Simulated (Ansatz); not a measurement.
Vibrational response of Al3Cu2 at 2 GPa

Level of theory: DFT LDA, scalar-relativistic, plane waves, PAW in Ansatz. Plane waves to 420 eV; Γ-centred k mesh 12×12×8; Fermi-Dirac smearing of 0.15 eV. No spin polarisation. Phonons by linear response, acoustic sum rule imposed.

The cell, relaxed at 2 GPa:
```
CELL_PARAMETERS angstrom
4.03635 0.00000 0.00000
-2.01817 3.49558 0.00000
0.00000 0.00000 4.90923
ATOMIC_POSITIONS crystal
Al 0.00000 0.00000 0.00000
Al 0.33333 0.66667 0.35137
Al 0.66667 0.33333 0.64863
Cu 0.33333 0.66667 0.84227
Cu 0.66667 0.33333 0.15773
```

In a metal, frequencies and elastic constants depend on the k mesh and the smearing, soft modes and shear constants most.

Optical modes at Γ; i marks an imaginary frequency:
```
frequency (THz) degeneracy
           3.96           2
           4.87           1
           5.80           1
           6.34           2
           8.57           2
          10.12           2
          10.16           1
          11.16           1
```

All 12 optical modes at Γ are real: no displacement of atoms at fixed cell lowers the energy to second order. Strains and modes at other wave vectors aren't tested by this run.

Whether Al3Cu2 exists in this form wasn't checked.

Cost: 1 run of about 2.4 core-minutes, on AMD EPYC 9R45 (Zen 5) (shared hosts).